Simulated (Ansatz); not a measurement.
## ZnO: from a starting cell to a relaxed one

The start is a relaxed ZnO cell with every coordinate shifted by Gaussian noise of σ = 0.1 Å. The cell and all atomic positions are relaxed at zero pressure with PBE (plane waves to 420 eV, PAW, scalar-relativistic; Ansatz, a program for electronic structure). The first steps use a coarse 7×7×2 k-mesh.

The start:
```
ZnO
1.0
    3.26955     0.00000     0.00000
   -1.63478     2.83151     0.00000
    0.00000     0.00000    15.96304
Zn O
6 6
Direct
  0.05510   0.01196   0.00277
  0.99508   0.02521   0.49106
  0.69479   0.30801   0.81812
  0.28583   0.66349   0.33882
  0.61979   0.27387   0.16124
  0.36200   0.74171   0.66719
  0.98055   0.99268   0.87630
  0.01637   0.04682   0.38373
  0.64206   0.30127   0.70596
  0.38438   0.76405   0.19975
  0.69931   0.30952   0.04017
  0.29433   0.64239   0.54569
```

**Question.** What pressure does the first self-consistent step give?

**Answer.** +10.4 GPa (positive: the cell is compressed).

**Question.** How much energy is released per atom?

**Answer.** 0.30 eV/atom.

**Question.** Does it find its way back to the structure it was made from?

**Answer.** The parent structure is recovered, P6₃mc (No. 186).

**Question.** What band gap does the relaxed structure have at this level?

**Answer.** 0.67 eV, direct at Γ (no spin-orbit coupling).

The end point of the relaxation:

```cif
data_O6Zn6
_chemical_formula_sum 'Zn6 O6'
_space_group_name_H-M_alt 'P63mc'
_space_group_IT_number 186
_space_group_name_Hall 'P 6c -2c'
_cell_length_a 3.26953
_cell_length_b 3.26953
_cell_length_c 15.96281
_cell_angle_alpha 90.000
_cell_angle_beta 90.000
_cell_angle_gamma 120.000
loop_
_atom_site_label
_atom_site_type_symbol
_atom_site_symmetry_multiplicity
_atom_site_Wyckoff_symbol
_atom_site_fract_x
_atom_site_fract_y
_atom_site_fract_z
_atom_site_occupancy
Zn1 Zn 2 a 0.00000 0.00000 0.49851 1
Zn2 Zn 2 b 0.33333 0.66667 0.33204 1
Zn3 Zn 2 b 0.66667 0.33333 0.16525 1
O1 O 2 a 0.00000 0.00000 0.37330 1
O2 O 2 b 0.33333 0.66667 0.20655 1
O3 O 2 b 0.66667 0.33333 0.03975 1
```

Final values are on a 9×9×2 k-mesh of the relaxed cell. No spin polarisation in the result.

The first start was generated by placing the elements on the sites of a structure type. A measured structure of ZnO has the same space group, P6₃mc (No. 186); the sites were not compared with it.
